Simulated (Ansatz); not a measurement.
Cr:
Space group Im-3m (No. 229); a = 2.814 Å, b = 2.814 Å, c = 2.814 Å, α = 90.00°, β = 90.00°, γ = 90.00°

| atom | site | symmetry | x | y | z |
|---|---|---|---|---|---|
| Cr | 2a | m-3m | 0.0000 | 0.0000 | 0.0000 |
(The calculation used a cell of 1 atom; values per cell refer to that cell.)

This is the PBEsol-relaxed structure.

Question: All from PBEsol (plane waves, PAW; program Ansatz), unless another level is named. Predict the bulk modulus (Birch–Murnaghan fit).

Answer: 282 GPa.

Question: Give the elastic constants (relaxed ions, GPa).

Answer: C11 = 534, C12 = 156, C44 = 105.

The PBEsol relaxation kept the symmetry of its start. The workflow began spin-polarised and lost its moments. Textbook magnetic order: a spin-density-wave antiferromagnet. As this level gives no gap, shear constants depend on the k-mesh and smearing (Fermi–Dirac, 0.1 eV here).

Potentials: the later of the program's two PAW sets.
